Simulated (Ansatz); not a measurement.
Sr (fcc (Cu type), Fm-3m) under volume change, DFT-PBEsol in the program Ansatz with PAW potentials, scaled uniformly.

| V (Å³/atom) | E − E(relaxed) (meV/atom) | P (GPa) |
|---|---|---|
| 47.188 | 19.1 | 1.41 |
| 48.744 | 8.1 | 0.87 |
| 50.299 | 1.9 | 0.41 |
| 51.855 | 0.0 | 0.00 |
| 53.411 | 1.7 | -0.35 |
| 54.966 | 6.6 | -0.65 |
| 56.522 | 14.3 | -0.92 |

Problem. What does a third-order Birch–Murnaghan fit give for V₀, B₀ and B′?

Solution. V₀ = 51.86 Å³/atom, B₀ = 12.5 GPa, B′ = 3.7.

Symmetry was held in the PBEsol relaxation.

Potentials: the later of the program's two PAW sets.
